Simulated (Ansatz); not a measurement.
The start is a generated cell, TiB2 built in the AFLOW prototype AB2_oP6_58_a_g (C35, as in CaCl2). The cell and all atomic positions are relaxed at zero pressure with PBE (plane waves to 420 eV, PAW, scalar-relativistic; Ansatz, a quantum-chemistry and plane-wave program). First-step values are on the input's coarse k-mesh.

Ansatz input (later rounds restart from its end on a renewed k-mesh):
Ansatz 0.2 input:
```yaml
crystal:
  lattice:
    - [4.3278862, 0, 0]
    - [0, 4.4596648, 0]
    - [0, 0, 2.9130004]
  atoms:
    - { symbol: Ti, position: [0, 0, 0] }
    - { symbol: Ti, position: [0.5, 0.5, 0.5] }
    - { symbol: B, position: [0.275, 0.325, 0] }
    - { symbol: B, position: [0.775, 0.175, 0.5] }
    - { symbol: B, position: [0.225, 0.825, 0.5] }
    - { symbol: B, position: [0.725, 0.675, 0] }
basis: { ecutwfc: 420, ecutrho_ratio: 4, xc_grid: 2, fft_grid_basis: typed }
kpoints: { mp_grid: { grid: [6, 5, 8] } }
hamiltonian:
  xc: pbe
  dispersion: none
  pseudopotentials: { azcp: { folder: ./paw }, kind: paw }
scf: { occupations: { method: fermi_dirac, width: 0.05 } }
relax: { f_tol: 0.01, max_steps: 100, cell: { stress_tol: 0.02 } }
output: { forces: true, stress: true }
```

Which atoms feel the largest initial force, and how large is it?

About 1.2 eV/Å, on B3, B4, B5, B6 (atoms numbered as listed).

Does the structure survive the relaxation? Give the final space group.

The space group goes from Pnnm (No. 58) to Immm (No. 71), with 3 atoms in the primitive cell.

How much energy is released per atom?

2.12 eV/atom.

How does the volume change?

+20.1 %, from 9.37 to 11.26 Å³/atom.

How do the shortest distances between atoms change?

The closest pairs of elements (up to four, under 3.6 Å), start → end: B–B 2.50 → 1.60 Å; B–Ti 1.88 → 2.26 Å; Ti–Ti 2.91 → 3.39 Å.

What band gap does the relaxed structure have at this level?

Zero (metallic).

What does it relax into? Give the structure.


Space group Immm (No. 71); a = 3.394 Å, b = 4.233 Å, c = 4.702 Å, α = β = γ = 90.00°

```
atom  site  symmetry       x       y       z
----  ----  --------  ------  ------  ------
Ti      2a       mmm  0.0000  0.0000  0.0000
B       4j       mm2  0.0000  0.5000  0.1701
```
(The calculation used a cell of 3 atoms; values per cell refer to that cell.)

Final values are on a 17×17×17 k-mesh of the relaxed cell. No spin polarisation in the result.

The run could not lower the symmetry of its start; a shaken copy of this end point relaxes with PBE to I4₁/amd (No. 141), 1.37 eV/atom lower.

The relaxed structure here is a generated cell of TiB2: the first start was made by placing the elements on the sites of a structure type, and the end was not matched to a known phase here, so it may be hypothetical. Known forms of TiB2 include space group No. 191.
